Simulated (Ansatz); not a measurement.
Input deck for Ansatz 0.2.0, then the block of the output on the nuclei.

The cell is a COD entry, relaxed with PBE at fixed cell and then changed (volume scaled by 0.96, ions relaxed).

```yaml
crystal:
  lattice:
    - [-1.5851824729, 1.5851824729, 3.8620387842]
    - [1.5851824729, -1.5851824729, 3.8620387842]
    - [1.5851824729, 1.5851824729, -3.8620387842]
  atoms:
    - { symbol: Si, position: [0.3343886318, 0.3343886318, 0.0] }
    - { symbol: Si, position: [0.6656113682, 0.6656113682, 0.0] }
    - { symbol: W, position: [0.0, 0.0, 0.0] }
kpoints:
  mp_grid: { grid: [20, 20, 20] }
scf:
  occupations: { method: fermi_dirac, width: 0.05 }
hamiltonian:
  xc: pbe
  pseudopotentials: { kind: paw }
output:
  forces: true
  stress: true
  populations: true
  efg: { contact_densities: true }
  write_density: true
  write_potential: true
  elf: true
  volumetric_format: npy
relax:
  f_tol: 0.02
  max_steps: 60
```

```sh
ansatz run input.yaml --threads 1 --pin off --max-ram 3072MiB --backend cpu --events-out ev --progress --plain --runs-dir out
```

The run relaxes the ions first, and the block belongs to the relaxed positions.

Of the output, the block on the nuclei alone is shown; the set-up, the SCF iterations, energies, forces and stress are cut. One atom of each set with nearly equal values is shown.

```
--- PAW observables at the nuclei: V_zz in 10²¹ V/m², potentials from the cell's mean, atoms counted from 1 ---
  atom   1  Si V_zz =    -1.072119   η = 0.0000   by run symmetry: allowed
            electrostatic potential = -1371.577916 V   contact ρ = 12809.736547 e/Å³
  atom   3  W  V_zz =   -17.916620   η = 0.0000   by run symmetry: allowed
            electrostatic potential = -14814.256285 V   contact ρ = 8821972.095585 e/Å³
```

The relaxation (3 steps) took 58 s of wall time (58 s of CPU time) and 0.76 GiB at its peak, on 1 thread of Intel Xeon Platinum 8259CL CPU @ 2.50GHz (Skylake/Cascade Lake) (x86_64; 16 cores open to the job, memory cap 3.0 GiB, no GPU), a shared host with a load of 0.4 a core.

With no gap above 0.1 eV, as in a metal, the gradients converge slowly in k; expect changes of a tenth or more on a denser mesh. Without spin–orbit coupling the gradients at and beside W can be off by some per cent, at some sites by more. At this changed cell the PBE pressure is 14 GPa.
